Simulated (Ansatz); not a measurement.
YPd2P2: pressure against volume

YPd2P2, I4/mmm, a = 4.079 Å, c = 9.883 Å. The structure is a Materials Project entry; whether it is the stable form wasn't checked. Ansatz: r2SCAN, PAW, 500 eV, Γ-centred 12×12×12 mesh on 5 atoms, Gaussian smearing 0.10 eV; no spin polarisation. Shape and atoms are relaxed at each volume; pressure is positive in compression.

```
V (Å³/atom) P (GPa)
     15.456    10.17
     15.950     4.64
     16.443     0.00
     16.936    -3.90
     17.429        ?
```

**Question.** Take V0 = 16.443 Å³/atom, fit the third-order Birch–Murnaghan form to the other rows, and predict the missing pressure.

**Answer.** With the Eulerian strain f = ½[(V0/V)^(2/3) − 1] and y = P/[3f(1 + 2f)^(5/2)], the form is the line y = B0 + 1.5 B0 (B0′ − 4) f. Rows (f, y): 0.02107, 145.1; 0.01025, 143.4; -0.00975, 140.1. Means f = 0.007190, y = 142.87; Σ(Δf)² = 0.0004890, ΣΔfΔy = 0.07950; the slope is their ratio. y = 141.7 + 162.6 f GPa, so B0 = 141.7 GPa and B0′ = 4 + 2 × (162.6)/(3 × 141.7) = 4.76. At V = 17.429, f = -0.01904, y = 138.60 and P = -7.18 GPa. The run gave -7.18 GPa, the same to the digits shown. The form still works here, 33 % of the fitted range beyond its end.

Cost: 5 runs of about 20 core-minutes in all, on Arm Neoverse V1 (shared hosts).